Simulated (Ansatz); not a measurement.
This cell of TiAl (CuAu type, space group P4/mmm) is off equilibrium:

```yaml
crystal:
  lattice:
    - [2.81297, 0.00000, 0.00000]
    - [0.00000, 2.81297, 0.00000]
    - [0.00000, 0.00000, 4.05847]
  atoms:
    - { symbol: Al, position: [0.50000, 0.50000, 0.50000] }
    - { symbol: Ti, position: [0.76111, 0.00000, 0.00000] }
```

Computed with r2SCAN (plane waves to 500 eV, PAW, scalar-relativistic; Ansatz, a program for electronic structure). k mesh 13×13×9 (Γ-centred), Fermi-Dirac smearing 0.05 eV. E stands for the smeared free energy. Compression counts positive. With partly filled bands, energies and forces of such displacements shift with the k mesh and the smearing. TiAl is run without spin polarisation. TiAl was relaxed with its symmetry unable to fall.

Problem. What forces act on the atoms (eV/Å, Cartesian)?

Solution. 
```json
[
 {"atom": "Al1", "Fx": "-2.370", "Fy": "0.000", "Fz": "0.000"},
 {"atom": "Ti2", "Fx": "2.370", "Fy": "0.000", "Fz": "0.000"}
]
```

Problem. Give the stress tensor in GPa and the pressure.

Solution. 
```
   -2.0      0.0      0.0
    0.0      8.2      0.0
    0.0      0.0     22.0
```
The pressure, a third of the trace, is 9.4 GPa.

Problem. In it atom 2 sits (-0.672, 0.000, 0.000) Å away from its relaxed site. What is its energy relative to the relaxed cell?

Solution. 955 meV/cell.

(For displaced atoms, the force is minus the slope of the energy, and its curvature is a force constant, which sets phonon frequencies.)
